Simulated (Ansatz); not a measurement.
GeSbTe3:
```yaml
crystal:
  lattice:
    - [2.05291, 1.18525, 10.35369]
    - [-2.05291, 1.18525, 10.35369]
    - [0.00000, -2.37050, 10.35369]
  atoms:
    - { symbol: Ge, position: [0.60039, 0.60039, 0.60039] }
    - { symbol: Sb, position: [0.39488, 0.39488, 0.39488] }
    - { symbol: Te, position: [0.99888, 0.99888, 0.99888] }
    - { symbol: Te, position: [0.78668, 0.78668, 0.78668] }
    - { symbol: Te, position: [0.21915, 0.21915, 0.21915] }
```

Relaxed with r²SCAN+D4. Special points in fractions of this cell's reciprocal vectors: Γ (0.000, 0.000, 0.000); T (0.500, 0.500, 0.500); H2 (0.825, 0.175, 0.500); H0 (0.500, -0.175, 0.175); L (0.500, 0.000, 0.000); S0 (0.338, -0.338, 0.000); S2 (0.662, 0.000, 0.338); F (0.500, 0.000, 0.500).

Q: List the band energies nearest the Fermi level at these points for plane-wave PAW r²SCAN+D4 (Ansatz code).

A: In eV from the Fermi level; about four levels below and three above (degenerate sets whole), none deeper than 8.9 eV; points with the same levels are listed once.

| k | below | above |
|---|---|---|
| Γ | -1.17 -1.17 -0.55 -0.55 | 0.88 1.50 1.50 |
| T | -1.08 -1.08 -0.66 -0.66 -0.05 | 0.41 1.70 1.70 |
| H2 | -2.64 -1.76 -0.73 -0.35 | 1.92 2.30 3.23 |
| L | -2.62 -2.09 -0.87 -0.07 | 1.53 2.00 3.03 |
| S0 | -2.86 -1.71 -0.82 -0.33 | 1.85 2.68 2.93 |
| F | -1.56 -1.51 -1.18 -0.79 | 1.47 2.09 2.55 |

Space group R3m. The first step of the workflow began from a Materials Project structure, measured or hypothetical; the Crystallography Open Database copy checked does not list it. Whether it is the stable phase at ambient conditions was not checked. The cell was relaxed with r²SCAN+D4 under the symmetry of its start; its stability against distortions is not shown here. With an odd number of electrons in the cell and no spin polarisation, the count alone makes it a metal. Spin–orbit coupling is left out wherever it is not named.

Potentials: the later of the program's two PAW sets.
